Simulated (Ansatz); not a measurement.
BaTiO₃: from a starting cell to a relaxed one

The start is a generated cell, BaTiO3 placed in the LiNbO3 structure type. The cell and all atomic positions are relaxed at zero pressure with r2SCAN (plane waves to 500 eV, PAW, scalar-relativistic; Ansatz, a quantum-chemistry and plane-wave program). First-step values are on the input's coarse k-mesh.

Ansatz input (later rounds restart from its end on a renewed k-mesh):
Ansatz 0.2 input:
```yaml
crystal:
  lattice:
    - [2.9333861, 1.6935912, 5.164551]
    - [-2.9333861, 1.6935912, 5.164551]
    - [0, -3.3871825, 5.164551]
  atoms:
    - { symbol: Ba, position: [0.7125, 0.7125, 0.7125] }
    - { symbol: Ba, position: [0.2125, 0.2125, 0.2125] }
    - { symbol: Ti, position: [0.9872, 0.9872, 0.9872] }
    - { symbol: Ti, position: [0.4872, 0.4872, 0.4872] }
    - { symbol: O, position: [0.63737, 0.85907, 0.25357] }
    - { symbol: O, position: [0.85907, 0.25357, 0.63737] }
    - { symbol: O, position: [0.25357, 0.63737, 0.85907] }
    - { symbol: O, position: [0.75357, 0.35907, 0.13737] }
    - { symbol: O, position: [0.35907, 0.13737, 0.75357] }
    - { symbol: O, position: [0.13737, 0.75357, 0.35907] }
basis: { ecutwfc: 500, ecutrho_ratio: 4, xc_grid: 4, fft_grid_basis: typed }
kpoints: { mp_grid: { grid: [5, 5, 5] } }
hamiltonian:
  xc: r2scan
  dispersion: none
  pseudopotentials: { azcp: { folder: ./paw }, kind: paw }
scf: { occupations: { method: fermi_dirac, width: 0.05 } }
relax: { f_tol: 0.01, max_steps: 100, cell: { stress_tol: 0.02 } }
output: { forces: true, stress: true }
```

| Property | Value |
|---|---|
| Initial pressure | -10.4 GPa (negative: the cell is under tension) |
| Largest initial force | 3.62 eV/Å, on O5, O6, O7, O8, O9, O10 (atoms numbered as listed) |
| Energy released | 0.73 eV/atom |
| Volume change | -15.4 %, from 15.39 to 13.03 Å³/atom |
| Shortest distances (start → end) | The closest pairs of elements (up to four, under 3.6 Å), start → end: O–Ti 2.13 → 1.87 Å; Ba–O 2.36 → 2.78 Å; O–O 3.11 → 2.79 Å; Ba–Ti 3.49 → 3.40 Å |
| Optimiser moves | 8 |

It ends as:

Space group R3m, hexagonal axes (No. 160); a = b = 5.680 Å, c = 6.995 Å, α = β = 90.00°, γ = 120.00°

```tsv
atom	site	symmetry	x	y	z
Ba	3a	3m	0.0000	0.0000	0.4728
Ti	3a	3m	0.0000	0.0000	0.9594
O	9b	.m	0.3397	0.1699	0.1557
```
(The calculation used a cell of 5 atoms; values per cell refer to that cell.)

Final values are on a 8×8×8 k-mesh of the relaxed cell. No spin polarisation in the result.

The run could not lose the symmetry of its start; a randomly shaken copy of 10 atoms returns to this structure.

The first start was generated by placing the elements on the sites of a structure type. A measured structure of BaTiO3 has the same space group, R3m (No. 160); the sites were not compared with it. Another known form has space group No. 99.
